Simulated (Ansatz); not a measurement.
Data:

YAu:
```
YAu
1.0
    3.54956     0.00000     0.00000
    0.00000     3.54956     0.00000
    0.00000     0.00000     3.54956
Au Y
1 1
Cartesian
  0.00000   0.00000   0.00000
  1.77478   1.77478   1.77478
```

This is the PBEsol-relaxed structure.

**Question.** All from DFT-PBEsol in the program Ansatz with PAW potentials, unless another level is named. Give the density of states at the Fermi level.

**Answer.** 0.55 states/eV per atom (mean over ±0.08 eV).

**Question.** Predict the formation energy from the elements (no fitted shifts).

**Answer.** -0.87 eV/atom.

**Question.** Predict the gap with spin–orbit coupling.

**Answer.** none (metallic).

Space group Pm-3m (CsCl type). The workflow started from an entry of the Crystallography Open Database (COD). Its standing as an ambient phase is unchecked. The cell was relaxed with PBEsol under the symmetry of its start; of distortions, only those at the zone centre were tested. The run is not spin-polarised. The references are the lowest solids computed at this level, not always the standard phases. Spin–orbit coupling is left out wherever it is not named.

Potentials: the later of the program's two PAW sets.
